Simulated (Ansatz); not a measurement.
The following input was run with Ansatz 0.2.0.

```yaml
crystal:
  lattice:
    - [3.8577820999, 0.0, 0.0]
    - [0.0, 3.8577820999, 0.0]
    - [0.0, 0.0, 5.9801958182]
  atoms:
    - { symbol: Mn, position: [0.0, 0.0, 0.0], spin: 2.8 }
    - { symbol: Mn, position: [0.5, 0.5, 0.0], spin: 2.8 }
    - { symbol: Al, position: [0.5, 0.0, 0.7001982293] }
    - { symbol: Al, position: [0.0, 0.5, 0.2998017707] }
    - { symbol: Ge, position: [0.5, 0.0, 0.2819226322] }
    - { symbol: Ge, position: [0.0, 0.5, 0.7180773678] }
basis:
  ecutwfc: 500
kpoints:
  mp_grid: { grid: [10, 10, 6] }
  band_path:
    path:
      - [[0.0, 0.0, 0.0], [0.0, 0.5, 0.0], [0.5, 0.5, 0.0], [0.0, 0.0, 0.0], [0.0, 0.0, 0.5], [0.0, 0.5, 0.5], [0.5, 0.5, 0.5], [0.0, 0.0, 0.5]]
      - [[0.0, 0.5, 0.0], [0.0, 0.5, 0.5]]
      - [[0.5, 0.5, 0.0], [0.5, 0.5, 0.5]]
    npoints: 14
hamiltonian:
  xc: r2scan
scf:
  occupations: { method: gaussian, width: 0.1 }
  n_extra_bands: 15
output:
  forces: true
  stress: true
  eigenvalues: true
  populations: true
  dos: { projected: true, de: 0.02, nscf_kmesh: { grid: [15, 15, 9] } }
  bader: true
magnetization:
  spin_polarized: true
checkpoint:
  read: start.run
  write: ck
  compress: false
  write_wavefunctions: false
  write_every: 100000
```

Launched with
```bash
ansatz run input.yaml --threads 1 --pin off --max-ram 2560MiB --backend cpu --events-out ev --progress --plain --runs-dir out
```

Theory: DFT r2SCAN, scalar-relativistic, plane waves, PAW (Ansatz 0.2.0).

Part of what the program printed, abridged (final results; tables in files aren't shown):

```
SCF 1 converged in 2 iterations: F = -17495.818472 eV  dr2 = 3.11e-12
this state was not tested for a lower state beside it, because the mixer in use, unlike msr1, does not test its closes by its own steps (another_mixer; see scf.mixing.algorithm and scf.lower_state_search)
SCF converged after 2 iterations
Magnetization: 4.7319 μB (34.3660 up, 29.6340 down)
Absolute magnetization: 5.8234 μB (∫|ρ↑−ρ↓|, with the PAW one-centre terms)
Spin contamination: 0.3475 ħ² per cell (⟨S²⟩ above its minimum at these occupations)
Per-site moments (μB) at R_I (Å): [(2.54585089, 1.05676161), (2.54585089, 1.05676161), (-0.06061969, 1.03181511), (-0.06061969, 1.03181511), (-0.09111579, 1.03181511), (-0.09111579, 1.03181511)]
Free energy (F): -17495.818472 eV
Harris-Foulkes:  -17495.818472 eV  (|F-HF|=7.28e-12)
Internal energy: -17495.810168 eV  (E = F + TS)
E sigma→0 (E₀):  -17495.814320 eV
Entropy (-TS):   -0.008304 eV (-1.384 meV/atom)
Fermi energy:    12.734928 eV
--- Per-component energies (eV) ---
  E_band       = -733.568825
  E_kinetic    = 887.732155
  E_local      = -10031.267894  (includes V_loc(G=0)·N_el)
  E_nonlocal   = 1349.641897
  E_hartree    = 4424.984323
  E_xc         = -434.899964
  E_vxc        = -527.086023  (∫ρ·V_xc dr)
  E_paw        = -7639.658726  (= ΣΔE_a)
  E_vpaw       = -1295.258673  (= ΣTr[D̂ρ^β])
  E_aug_tail   = 0.000020  (compensation charges beyond the density's cutoff)
  E_vtau       = 32.700958  (kinetic-family band-sum trace: ∫τ·v_τ [+ j·A + Jᵃ·Aᵃ] dr)
  E_ewald      = -6049.484145
  E_core_change = -2.857834  (= ΣΔE_core)
  E_smearing   = -0.008304  (= −TS)
--- Forces (eV/Å), atoms counted from 1 ---
  atom   1  Mn     0.00000000     0.00000000     0.00000000
  atom   2  Mn     0.00000000     0.00000000     0.00000000
  atom   3  Al     0.00000000     0.00000000    -0.00047321
  atom   4  Al     0.00000000     0.00000000     0.00047321
  atom   5  Ge     0.00000000     0.00000000    -0.00036144
  atom   6  Ge     0.00000000     0.00000000     0.00036144
--- Stress (GPa, compression-positive) ---
        0.000786       0.000000       0.000000
        0.000000       0.000786       0.000000
        0.000000       0.000000      -0.000524
  P = ⅓ Tr σ = 0.0003 GPa (0.003 kbar)
--- Band table (eV; the first three rows and the last of 168) ---
  k-point 0 ↑: bands = ["-71.1795", "-71.1481", "-38.7501", "-38.7158", "-38.7004", "-38.7004", "-38.5600", "-38.5600", "-12.4634", "-12.4577", "-12.4571", "-12.4528", "-12.4182", "-12.4182", "-12.4134", "-12.4101", "-12.4101", "-12.4066", "-0.1310", "2.8253", "5.6711", "7.1005", "8.4043", "8.4043", "9.4118", "9.9286", "9.9286", "10.0479", "10.3444", "10.7472", "10.7472", "10.9986", "11.1630", "12.7987", "13.9702", "15.1810", "15.1810", "15.8755", "16.5267", "16.6726", "16.8796", "16.8796", "18.0831", "20.2507", "20.2507", "20.6320", "21.9509"]
  k-point 1 ↑: bands = ["-71.1795", "-71.1481", "-38.7501", "-38.7158", "-38.7004", "-38.7004", "-38.5600", "-38.5600", "-12.4630", "-12.4575", "-12.4575", "-12.4530", "-12.4183", "-12.4183", "-12.4132", "-12.4101", "-12.4101", "-12.4067", "-0.0165", "2.4134", "6.1016", "7.2112", "8.3139", "8.3139", "9.4123", "10.0211", "10.1460", "10.1460", "10.3722", "10.7663", "10.7663", "10.7758", "11.1630", "12.7987", "14.3049", "14.4130", "14.4130", "15.5570", "16.0497", "16.9088", "17.4917", "17.8040", "17.8040", "20.4046", "20.4046", "21.7787", "21.8373"]
  k-point 2 ↑: bands = ["-71.1795", "-71.1481", "-38.7501", "-38.7158", "-38.7004", "-38.7004", "-38.5600", "-38.5600", "-12.4618", "-12.4587", "-12.4571", "-12.4534", "-12.4185", "-12.4185", "-12.4129", "-12.4099", "-12.4099", "-12.4069", "0.3178", "1.6514", "6.6629", "7.6703", "8.1718", "8.1718", "9.4132", "9.9037", "10.4199", "10.4303", "10.5140", "10.5140", "10.9354", "10.9354", "11.1629", "12.7987", "13.3619", "13.3619", "14.7222", "15.1226", "15.1332", "17.1663", "17.2124", "19.3160", "19.3160", "20.8672", "20.8672", "21.6575", "22.2051"]
  k-point 83 ↓: bands = ["-67.5318", "-67.5318", "-35.1619", "-35.1619", "-35.0717", "-35.0717", "-34.9493", "-34.9493", "-12.4919", "-12.4919", "-12.4582", "-12.4582", "-12.4363", "-12.4363", "-12.4294", "-12.4294", "-12.4276", "-12.4276", "3.3669", "3.3669", "7.0667", "7.0667", "7.1104", "7.1104", "7.2035", "7.2035", "10.5911", "10.5911", "11.7982", "11.7982", "14.2758", "14.2758", "14.5629", "14.5629", "15.4637", "15.4637", "15.7641", "15.7641", "17.3230", "17.3230", "18.3437", "18.3437", "20.2423", "20.2423", "24.1059", "24.1059", "26.1645"]
--- Löwdin populations: 6 sites ---
  site symbol q [e]    m [muB]
     0     Mn     14.4581     2.6839
     1     Mn     14.4581     2.6839
     2     Al      2.9542    -0.1360
     3     Al      2.9542    -0.1360
     4     Ge     14.3986    -0.1784
     5     Ge     14.3986    -0.1784
  spilling = 0.005911 (of n_electrons = 64.000000)
--- Bader charges: 6 sites ---
  site symbol charge [e]  shift [e]    m [muB]
     0     Mn     -0.0291     0.0000     2.6146
     1     Mn     -0.0291     0.0000     2.6146
     2     Al      1.5322     0.0034    -0.0728
     3     Al      1.5322     0.0034    -0.0728
     4     Ge     -1.5031     0.0034    -0.1759
     5     Ge     -1.5031     0.0034    -0.1759
  estimated error of the sums over rays = 6.4e-4 e
```

Self-consistency was reached.

The run took 3.4 min on 1 thread of Oxide Virtual Turin-like Processor (Zen 5), on a shared host, peak memory 1.2 GiB.

The run starts from the saved density of an earlier one, so iterations and time are fewer than from atoms.

The state reached may not be the lowest one. Only parallel moments were tried here.